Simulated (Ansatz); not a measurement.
**Computed properties of C$_{12}$S$_{13}$Zn$_{4}$**

C12S13Zn4:
```
C12S13Zn4
1.0
    0.00000    12.60601    12.60601
   12.60601     0.00000    12.60601
   12.60601    12.60601     0.00000
S Zn C
26 8 24
Direct
  0.25000   0.25000   0.25000
  0.75000   0.75000   0.75000
  0.01739   0.19420   0.39421
  0.19420   0.01739   0.39421
  0.39421   0.39421   0.01739
  0.39421   0.39421   0.19420
  0.39421   0.01739   0.19420
  0.39421   0.19420   0.01739
  0.01739   0.39421   0.39421
  0.19420   0.39421   0.39421
  0.19420   0.39421   0.01739
  0.01739   0.39421   0.19420
  0.39421   0.01739   0.39421
  0.39421   0.19420   0.39421
  0.98261   0.80580   0.60579
  0.80580   0.98261   0.60579
  0.60579   0.60579   0.80580
  0.60579   0.60579   0.98261
  0.60579   0.98261   0.60579
  0.60579   0.80580   0.60579
  0.98261   0.60579   0.80580
  0.80580   0.60579   0.98261
  0.80580   0.60579   0.60579
  0.98261   0.60579   0.60579
  0.60579   0.98261   0.80580
  0.60579   0.80580   0.98261
  0.30162   0.30162   0.30162
  0.30162   0.30162   0.09513
  0.30162   0.09513   0.30162
  0.09513   0.30162   0.30162
  0.69838   0.69838   0.90487
  0.69838   0.69838   0.69838
  0.69838   0.90487   0.69838
  0.90487   0.69838   0.69838
  0.08023   0.08023   0.41977
  0.41977   0.41977   0.08023
  0.41977   0.08023   0.08023
  0.08023   0.41977   0.41977
  0.08023   0.41977   0.08023
  0.41977   0.08023   0.41977
  0.91977   0.91977   0.58023
  0.58023   0.58023   0.91977
  0.58023   0.91977   0.58023
  0.91977   0.58023   0.91977
  0.91977   0.58023   0.58023
  0.58023   0.91977   0.91977
  0.02427   0.02427   0.47573
  0.47573   0.47573   0.02427
  0.47573   0.02427   0.02427
  0.02427   0.47573   0.47573
  0.02427   0.47573   0.02427
  0.47573   0.02427   0.47573
  0.97573   0.97573   0.52427
  0.52427   0.52427   0.97573
  0.52427   0.97573   0.52427
  0.97573   0.52427   0.97573
  0.97573   0.52427   0.52427
  0.52427   0.97573   0.97573
```

Space group Fm-3m (No. 225); conventional cell a = b = c = 25.212 Å, α = β = γ = 90.00°.

Method: DFT-PBE+D3(BJ) in the program Ansatz with PAW potentials. The cell and atoms are relaxed at this level. Other levels are named where they apply.

### Cell and energy

- Volume per atom = 69.08 Å³
- Density = 0.68 g/cm³
- Formation energy from the elements (no fitted shifts) = 0.37 eV/atom

### Electronic structure

- Band gap: 1.28 eV (smallest direct gap 1.28 eV)
- Valence-band maximum: at Γ
- Conduction-band minimum: at X (3 equivalent valleys)
- Hole effective mass, band 1 of 3 at the edge: 16 along [110], 14 along [111] (mₑ)
- Hole effective mass, band 2 of 3 at the edge: 0.94 along [100], 0.98 along [110], 0.97 along [111] (mₑ)
- Hole effective mass, band 3 of 3 at the edge: 0.94 along [100], 0.94 along [110], 0.97 along [111] (mₑ)

### Mechanics

- Bulk modulus (Birch–Murnaghan fit) = 12.4 GPa
- Pressure derivative B′ = 3.6

The cell is a constructed one: a structure type filled with these elements; neither database checked (COD, Materials Project) lists it. Whether it is the stable phase at ambient conditions was not checked. The cell was relaxed with PBE+D3(BJ) under the symmetry of its start; whether a distortion lowers the energy is not shown. The references are the lowest solids computed at this level, not always the standard phases.

Potentials: the later of the program's two PAW sets.
